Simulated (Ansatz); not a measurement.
## Exchange in RbVF3 by functional

```yaml
crystal:
  lattice:
    - [8.36400, 0.00000, 0.00000]
    - [0.00000, 4.18200, 0.00000]
    - [0.00000, 0.00000, 4.18200]
  atoms:
    - { symbol: Rb, position: [0.00000, 0.00000, 0.00000] }
    - { symbol: V, position: [0.25000, 0.50000, 0.50000] }
    - { symbol: F, position: [0.25000, 0.50000, 0.00000] }
    - { symbol: F, position: [0.00000, 0.50000, 0.50000] }
    - { symbol: F, position: [0.25000, 0.00000, 0.50000] }
    - { symbol: Rb, position: [0.50000, 0.00000, 0.00000] }
    - { symbol: V, position: [0.75000, 0.50000, 0.50000] }
    - { symbol: F, position: [0.75000, 0.50000, 0.00000] }
    - { symbol: F, position: [0.50000, 0.50000, 0.50000] }
    - { symbol: F, position: [0.75000, 0.00000, 0.50000] }
```

The same starts (parallel, antiparallel patterns that fit this cell, and no moments) were run with plane-wave PAW DFT (Ansatz 0.2.0; atoms fixed, collinear spin, no spin-orbit coupling; 4×7×7 Γ-centred mesh, fermi-dirac occupations of width 0.050 eV) at these levels: r2SCAN, 500 eV; r2SCAN with U_eff = 1.0 eV on V d (all-electron-ortho-atomic projectors), 500 eV.

Problem. Which order does each level favour, and how strongly?

Solution. The runs give, at zero smearing:

```tsv
level	lowest state	mean moment on V (μB)	parallel less best compensated antiparallel (meV per V)	gain over no moments (meV per V)
r2SCAN	antiparallel, compensated	2.27	+14	2540
r2SCAN + U	antiparallel, compensated	2.28	+11	3232
```

Site moments are taken in small spheres that don't touch (radius about 0.4 of the atom's shortest bond), so those of the magnetic atoms read low. Both levels favour antiparallel moments: the difference runs from +11 to +14 meV per V. The U weakens the coupling, as expected where exchange goes by hopping and scales with the inverse of the on-site repulsion.

The cell is that of a Crystallography Open Database entry, unchanged but doubled along one cell vector so that moments can oppose.

Caveats: only orders that fit this cell were tried, so the true order may need a larger cell or canted moments; atoms and cell are held at the entry's values; differences under about 5 meV per magnetic atom weren't tested against a denser mesh or another U, and are taken as unresolved; the U is a value in common use, not computed for this crystal; the state without moments isn't the paramagnet, so the last column is no ordering energy, and a U inflates it.
